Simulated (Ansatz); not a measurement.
This run works on a generated trial structure, not on a known crystal.

Input and command of a plane-wave DFT calculation in Ansatz:

```yaml
crystal:
  lattice:
    - [5.68236843, 0.0, 0.0]
    - [-2.84118422, 4.92107542, 0.0]
    - [0.0, 0.0, 5.89493694]
  atoms:
    - { symbol: Cu, position: [0.33333333, 0.66666667, 0.07546853] }
    - { symbol: Cu, position: [0.66666667, 0.33333333, 0.2690473] }
    - { symbol: Cu, position: [0.0, 0.0, 0.28833402] }
    - { symbol: Sb, position: [0.0, 0.0, 0.00815082] }
    - { symbol: P, position: [0.56029552, 0.43970448, 0.69130155] }
    - { symbol: P, position: [0.56029552, 0.12059104, 0.69130155] }
    - { symbol: P, position: [0.87940896, 0.43970448, 0.69130155] }
    - { symbol: P, position: [0.66666667, 0.33333333, 0.50662096] }
basis:
  ecutwfc: 420
kpoints:
  mp_grid: { grid: [3, 3, 3] }
hamiltonian:
  xc: pbe
scf:
  occupations: { method: gaussian, width: 0.2 }
  lower_state_search: "off"
output:
  forces: true
  stress: true
  eigenvalues: true
relax:
  adjacent_minimum: "off"
  f_tol: 0.08
  max_steps: 16
  cell: { stress_tol: 0.8 }
```

```bash
ansatz run input.yaml --threads 1 --pin off --max-ram 2560MiB --backend cpu --events-out ev --progress --plain --runs-dir out
```

Processor: Arm Neoverse V1, 1 thread, on a host shared with other jobs.

Q: Estimate time, memory and problem size.

A: About 3 min, peak memory 0.41 GiB. It solves 56 bands at 7 k points (after reduction by symmetry) with about 2779 plane waves (on the last cell), in 156 SCF iterations over 17 ionic steps, the closing evaluation included.
